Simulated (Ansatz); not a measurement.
BaN$_{2}$ in space group C2/c (No. 15; Ba on 4e, N on 8f) under volume change, PBEsol in the plane-wave PAW code Ansatz, shape and atoms relaxed at each volume.

```
V (Å³/atom)  E − E(relaxed) (meV/atom)  P (GPa)
-----------  -------------------------  -------
16.155                            31.5     6.96
16.688                            13.1     4.21
17.220                             3.1     1.91
17.753                             0.0     0.00
18.285                             2.7    -1.58
18.818                            10.2    -2.86
19.351                            21.5    -3.93
```

### Question
What does a third-order Birch–Murnaghan fit give for V₀, B₀ and B′?

### Answer
V₀ = 17.75 Å³/atom, B₀ = 57.4 GPa, B′ = 5.3.

The workflow started from a Materials Project entry (that database holds measured and hypothetical structures alike); the Crystallography Open Database copy checked does not list it. Its standing as an ambient phase is unchecked. The PBEsol relaxation kept the symmetry of its start; its stability against distortions is not shown here. Spin–orbit coupling is left out wherever it is not named.

Potentials: the later of the program's two PAW sets.
